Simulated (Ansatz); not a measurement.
# Calculated ⁹⁷Mo nuclear quadrupole resonance for SiMo3 at a changed volume

Cell: a structure deposited in the COD, relaxed with PBE at fixed cell and then changed (volume scaled by 0.98, ions relaxed).

```cif
data_SiMo3
_symmetry_space_group_name_H-M 'Pm-3n'
_symmetry_Int_Tables_number 223
_cell_length_a 4.8602
_cell_length_b 4.8602
_cell_length_c 4.8602
_cell_angle_alpha 90.000
_cell_angle_beta 90.000
_cell_angle_gamma 90.000
loop_
_atom_site_label
_atom_site_type_symbol
_atom_site_symmetry_multiplicity
_atom_site_Wyckoff_symbol
_atom_site_fract_x
_atom_site_fract_y
_atom_site_fract_z
Si Si 2 a 0.0000 0.0000 0.0000
Mo Mo 6 c 0.2500 0.0000 0.5000
```

One atom of each set is listed.

Computed with Ansatz: DFT, PBE, plane waves and PAW, scalar-relativistic, 420 eV cutoff, Γ-centred 10×10×10 k-points, Fermi–Dirac smearing 0.05 eV.

⁹⁷Mo: I = 5/2, Q = 255.0 mb (year-2017 value). Static lattice, zero field.

(1) Predict the zero-field ⁹⁷Mo lines of each site.

(2) And for Mo-95 (I = 5/2, Q = -22.00 mb) on Mo?

Answers

(1) For I = 5/2 and η = 0 the lines are 3|C_Q|/20 and twice that; η pulls their ratio below 2.

```tsv
site	atoms	V_zz (10²¹ V/m²)	C_Q (MHz)	η	line frequencies (MHz)
Mo	6	4.69	28.9	0.00	4.34, 8.68
```

(2) C_Q scales with Q to -2.50 MHz, with lines at 0.374, 0.749 MHz.

An axis of threefold or higher order runs through Mo, so V_zz lies along it and η is zero.

The run finds no gap above 0.1 eV (a metal, or nearly one), so the gradients can move by 10 % or more with the k-mesh. Without spin–orbit coupling (the program notes it for Mo) the gradients can shift somewhat, as the gap is small. At this changed cell the PBE pressure is 7 GPa.
